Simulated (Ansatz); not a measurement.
# GaS2: start and end of a relaxation

A trial structure of GaS2 was built thus: species swapped into a sheet modelled on a layer of Te2Au, with Ga on the Au sites and S on the Te sites. The dimensions are guesses.

This is a two-dimensional sheet: the third axis spans vacuum and isn't periodic. Symmetry isn't written into the files.

start.xyz

```xyz
3
Lattice="2.5704 0.0000 0.0000 0.0000 2.5704 0.0000 0.0000 0.0000 19.0000" Properties=species:S:1:pos:R:3 pbc="T T F"
Ga    0.0000    0.0000    9.5000
S     0.0000    0.0000   11.6707
S     0.0000    0.0000    7.3293
```

Computed with DFT PBE, scalar-relativistic, plane waves, PAW (Ansatz 0.2.0). Cutoff 420 eV, Gaussian smearing, Γ-centred meshes. In-plane cell and atoms relax first on a coarse mesh and then on a finer one. In metals the finer mesh still leaves noise of several meV/atom or more. The steps can't lower the symmetry of their start. No spin polarisation.

end.xyz

```xyz
3
Lattice="2.5834 0.0000 0.0000 0.0000 2.5834 0.0000 0.0000 0.0000 34.3012" Properties=species:S:1:pos:R:3 pbc="T T F"
Ga    0.0000    0.0000    9.5000
S     0.0000    0.0000   11.9933
S     0.0000    0.0000    7.0067
```

The symmetry stays p4/mmm (No. 61). The area per atom grows by 1.0 %, from 2.2 to 2.2 Å². The shortest distance goes from 2.17 Å (Ga–S) to 2.49 Å (Ga–S). The energy falls by about 0.33 eV/atom (the start's value is from the coarse mesh). The program sets the height of the box itself, so the height of the cell differs between start and end.

* Layer group: p4/mmm (No. 61)
* In-plane cell: a = 2.583 Å, b = 2.583 Å, γ = 90.0°
* Area per atom: 2.22 Å²
* Thickness between the outermost nuclei: 4.99 Å
* Formation energy: +0.22 eV/atom
* Gap on the 18×18×1 mesh of the 3-atom cell: 0 eV (a metal)

The zero of energy is the elements' standard structures at the same level; no fitted shifts are applied. A positive value: parting into the elements would lower its energy.

The last run used Gaussian smearing of 0.10 eV. An odd number of electrons in the primitive cell allows no gap without spin; a larger cell or a magnetic state could open one. The reference form of S is held partly by dispersion forces, which this level lacks. Symmetry constrained the relaxation, so the result can be a saddle point. In all, the 4 runs took 60 s on 1 thread of AMD EPYC 9R45 (Zen 5) (shared host).
